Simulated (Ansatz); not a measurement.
Sn (β-Sn type), relaxed with PBEsol (Ansatz, an electronic-structure program, plane waves, PAW): a = b = 5.857 Å, c = 3.135 Å, α = β = γ = 90.00°.

**Question.** The same phase is relaxed and computed with LDA in the same code. What is the cell now?

**Answer.** a = 5.8055 Å, b = 5.8055 Å, c = 3.1063 Å, α = 90.00°, β = 90.00°, γ = 90.00°.

All cells were relaxed under the symmetry of their starts (and spin orders); stability against distortions was not tested throughout. Spin–orbit coupling is left out wherever it is not named.

Potentials: the earlier of the program's two PAW sets. The files were generated under PBE; for other functionals the program regenerates the frozen cores, and for LDA and PBEsol the local potential too.

Ansatz is a plane-wave DFT program.
